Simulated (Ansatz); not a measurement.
Starting cell, TaN (rock salt):

```xyz
4
Lattice="0.0000 4.4170 4.4170 2.2085 0.0000 2.2085 2.2085 2.2085 0.0000" Properties=species:S:1:pos:R:3 pbc="T T T"
N      0.0000     0.0000     0.0000
N      2.2085     2.2085     4.4170
Ta     2.2085     2.2085     2.2085
Ta     2.2085     4.4170     4.4170
```

A phonon eigenvector at L = (0.5, 0.0, 0.0) is frozen into this cell: atom i moves by Q times the vector below, so Q is the largest atomic displacement, in Å. The cell is held. (q is in reciprocal vectors of the primitive cell; the cell shown is doubled to hold the pattern.)

| atom | x | y | z |
|---|---|---|---|
| N1 | 0.577 | -0.577 | -0.577 |
| N2 | -0.577 | 0.577 | 0.577 |

Atoms not listed stay in place.

Computed with PBE (plane waves to 420 eV, PAW, scalar-relativistic; Ansatz, a program for electronic structure). k mesh 9×18×18 (Γ-centred), Fermi-Dirac smearing 0.05 eV. E stands for the smeared free energy. With partly filled bands, energies and forces of such displacements shift with the k mesh and the smearing. Spin-orbit coupling is left out, though Ta is heavy. TaN is run without spin polarisation. TaN was relaxed with its symmetry unable to fall. This is a high-temperature form of TaN. The zero of ΔE is the undisplaced structure.

```json
[
 {"Q (Å)": "-0.100", "ΔE (meV/cell)": "126"},
 {"Q (Å)": "-0.067", "ΔE (meV/cell)": "56"},
 {"Q (Å)": "-0.033", "ΔE (meV/cell)": "14"},
 {"Q (Å)": "0.000", "ΔE (meV/cell)": "0"},
 {"Q (Å)": "0.033", "ΔE (meV/cell)": "14"},
 {"Q (Å)": "0.067", "ΔE (meV/cell)": "56"},
 {"Q (Å)": "0.100", "ΔE (meV/cell)": "126"}
]
```

Question: Which DFPT wavenumber at L = (0.5, 0.0, 0.0) belongs to this mode?
(A) 95 cm⁻¹
(B) 493 cm⁻¹
(C) 568 cm⁻¹

Answer: B, 493 cm⁻¹. The curvature of the scan gives 493 cm⁻¹

(A displaced cell: forces are minus the slopes of the energy, force constants its curvatures, and phonons follow from these.)
